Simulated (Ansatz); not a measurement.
Here is an unrelaxed guess for MoRu₂.

```cif
data_structure
_symmetry_space_group_name_H-M 'Fm-3m'
_symmetry_Int_Tables_number 225
_cell_length_a 5.5328
_cell_length_b 5.5328
_cell_length_c 5.5328
_cell_angle_alpha 90.000
_cell_angle_beta 90.000
_cell_angle_gamma 90.000
_cell_volume 169.37
loop_
_atom_site_label
_atom_site_type_symbol
_atom_site_symmetry_multiplicity
_atom_site_Wyckoff_symbol
_atom_site_fract_x
_atom_site_fract_y
_atom_site_fract_z
_atom_site_occupancy
Mo1 Mo 4 a 0.00000 0.00000 0.00000 1
Ru1 Ru 8 c 0.25000 0.25000 0.75000 1
```

The calculation used DFT PBE, scalar-relativistic, plane waves, PAW in Ansatz 0.2.0. Plane waves to 420 eV, a k mesh through Γ of 6×6×6 on the computed 3-atom cell and Gaussian smearing (0.10 eV); no spin polarisation.

Formation energies are uncorrected and refer to the elements' standard structures at the same level.

Task: Estimate its pressure, forces and energy as it stands.

Result: The pressure is 59.1 GPa (it wants to expand), the largest force is 0.00 eV/Å (symmetry fixes the atoms), and the energy is +1.01 eV/atom against the elements. The shortest distance is 2.40 Å.

Task: How much does it gain on relaxing, and where does it end?

Result: Relaxing gains about 0.44 eV/atom (the start's value is from the coarse mesh, so the gain is rough) in 9 ionic steps and ends at +0.56 eV/atom on the finer mesh. The symmetry stays Fm-3m (No. 225). The end has the fluorite type. The volume per atom grows by 20.1 %, from 14.1 to 17.0 Å³. The shortest distance goes from 2.40 Å (Mo–Ru) to 2.55 Å (Mo–Ru). Conventional cell: a = 5.882 Å. Mo is surrounded by 8 Ru at 2.55 Å; around Ru lie 4 Mo at 2.55 Å and 6 Ru at 2.94 Å.

The last run used a 14×14×14 mesh for its 3-atom cell and Gaussian smearing of 0.10 eV. The relaxation can't lower the symmetry of the start. A structure relaxed within its symmetry needn't be a true minimum. Another cell of MoRu2 relaxed alike, in Fd-3m, lies 245 meV/atom lower, so this cell isn't the stable form at this level.
